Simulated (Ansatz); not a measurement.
AlPt (CsCl type, space group No. 221), a = b = c = 3.0605 Å, α = β = γ = 90.00°.

This is the PBEsol-relaxed structure.

**Question.** All from PBEsol (plane waves, PAW; program Ansatz), unless another level is named. Predict the formation energy from the elements (no fitted shifts).

**Answer.** -935 meV/atom.

**Question.** What about the density of states at the Fermi level?

**Answer.** 0.34 states/eV per atom (mean over ±0.08 eV).

**Question.** And the gap with spin–orbit coupling?

**Answer.** none (metallic).

Space group Pm-3m (CsCl type). The first step of the workflow began from a Materials Project structure, measured or hypothetical; the Crystallography Open Database copy checked does not list it. With Al and Pt taken as one species the cell has the higher symmetry Im-3m, so it may be an ordered model of a mixed-site phase. Whether it is the stable phase at ambient conditions was not checked. The cell was relaxed with PBEsol under the symmetry of its start; phonons on a q-mesh show weakly imaginary modes. No spin polarisation was allowed. The references are the lowest solids computed at this level, not always the standard phases. Spin–orbit coupling is left out wherever it is not named.

Potentials: the later of the program's two PAW sets.
